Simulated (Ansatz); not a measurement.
TaGa$_{3}$: frozen-core PAW against all-electron methods

```xyz
4
Lattice="-1.8980 1.8980 4.3520 1.8980 -1.8980 4.3520 1.8980 1.8980 -4.3520" Properties=species:S:1:pos:R:3 pbc="T T T"
Ta    0.0000    0.0000    0.0000
Ga    0.0000    1.8980    2.1760
Ga    1.8980    0.0000    2.1760
Ga    0.0000    0.0000    4.3520
```

Atoms are numbered in the order listed.

The cell is COD entry 1522718, as deposited and not checked against the literature; nothing was relaxed.

Spin–orbit coupling is left out, though it moves levels of the heavy atoms by tenths of an eV or more.

Levels of theory: DFT, PBEsol, PAW with Ansatz's default frozen-core files, scalar-relativistic (Ansatz 0.2.0); DFT, PBEsol, all-electron LAPW, scalar-relativistic (Ansatz 0.2.0).

For PAW: a Γ-centred 14×14×14 k mesh, Fermi–Dirac smearing of 0.05 eV, cutoff 420 eV, no spin polarisation; the PAW files were made with PBE, and the program remakes their frozen cores for this functional. LAPW targets a basis error of 1 meV/atom. The Ansatz runs share mesh, smearing and spin set-up. Plane-wave (PAW) pressures include the program's estimate of the Pulay term.

Stress and pressure are positive in compression.

Levels count from the Fermi level.

PAW results:

| quantity | PAW |
| --- | --- |
| pressure (GPa) | -2.47 |
| stress xx (GPa) | -2.33 |
| stress zz (GPa) | -2.76 |
| highest filled level at P (eV) | -2.435 |
| lowest empty level at P (eV) | 0.412 |
| highest filled level at Γ (eV) | -0.467 |
| lowest empty level at Γ (eV) | 0.522 |

Question: What does full-potential LAPW give for the same quantities?

Answer: 
```tsv
quantity	LAPW
pressure (GPa)	-2.42
stress xx (GPa)	-2.27
stress zz (GPa)	-2.72
highest filled level at P (eV)	-2.434
lowest empty level at P (eV)	0.413
highest filled level at Γ (eV)	-0.464
lowest empty level at Γ (eV)	0.522
```
